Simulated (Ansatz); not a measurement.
The relaxed structure here is a generated cell of Si2W: the first start was made by placing the elements on the sites of a structure type, and the end was not matched to a known phase here, so it may be hypothetical. Known forms of Si2W include space group No. 139.

One stationary structure of Si₂W. Space group Pa-3 (No. 205), AFLOW prototype AB2_cP12_205_a_c (C2, as in FeS2). Calculation: r2SCAN (plane waves to 500 eV, PAW, scalar-relativistic; Ansatz, a quantum-chemistry and plane-wave program).

```xyz
12
Lattice="6.0375 0.0000 0.0000 0.0000 6.0375 0.0000 0.0000 0.0000 6.0375" Properties=species:S:1:pos:R:3 pbc="T T T"
W      0.0000     0.0000     0.0000
W      3.0187     3.0187     0.0000
W      0.0000     3.0187     3.0187
W      3.0187     0.0000     3.0187
Si     2.3005     2.3005     2.3005
Si     5.3192     0.7183     3.7370
Si     3.7370     5.3192     0.7183
Si     0.7183     3.7370     5.3192
Si     3.7370     3.7370     3.7370
Si     0.7183     5.3192     2.3005
Si     2.3005     0.7183     5.3192
Si     5.3192     2.3005     0.7183
```

Task: Give the band gap at the level r2SCAN.

Result: No gap on the sampled points, where the bands overlap only slightly; such a result is sensitive to mesh and level.

No spin polarisation in the result. A magnetic state may lie lower. Without spin-orbit coupling the bands of the heavy element are not split, so the gap can be far off.

The run could not lose the symmetry of its start, so the end can be a saddle point.
